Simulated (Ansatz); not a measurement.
LuTl3, DFT, PBEsol, all-electron LAPW, scalar-relativistic (Ansatz 0.2.0), run on 1 thread of Intel(R) Xeon(R) Platinum 8488C (Sapphire Rapids) on a shared host.

The cell comes from COD entry 1538927, which wasn't checked; take it as a given geometry. The listed cell was then made from it by scaling, straining or moving an atom.

Command: `ansatz run input.yaml --threads 1 --pin off --max-ram 4096MiB --backend cpu --events-out ev --progress --plain --runs-dir out`

```yaml
crystal:
  lattice:
    - [4.6838154676, 0.0, 0.0]
    - [0.0, 4.6838154676, 0.0]
    - [0.0, 0.0, 4.6838154676]
  atoms:
    - { symbol: Lu, position: [0.0, 0.0, 0.0] }
    - { symbol: Tl, position: [0.0, 0.5, 0.5] }
    - { symbol: Tl, position: [0.5, 0.0, 0.5] }
    - { symbol: Tl, position: [0.5, 0.5, 0.0] }
kpoints:
  mp_grid: { grid: [7, 7, 7] }
  band_path:
    path:
      - [0.0, 0.0, 0.0]
      - [0.0, 0.5, 0.0]
      - [0.5, 0.5, 0.0]
      - [0.0, 0.0, 0.0]
      - [0.5, 0.5, 0.5]
      - [0.0, 0.5, 0.0]
      - [0.5, 0.5, 0.5]
      - [0.5, 0.5, 0.0]
    npoints: 5
scf:
  occupations: { method: fermi_dirac, width: 0.08 }
hamiltonian:
  xc: pbesol
  pseudopotentials: { kind: all_electron, lapw: { basis_error: 0.001 } }
output:
  forces: true
  stress: true
  eigenvalues: true
```

**Question.** How large is the problem that the program sets up?

**Answer.** 20 irreducible k-points, 587 plane waves at Γ, 84 bands.

**Question.** About how long does it take, and how much memory does it use?

**Answer.** 38 s of wall time for 11 SCF iterations, with a peak of 0.52 GiB. Times on shared machines scatter by tens of per cent.
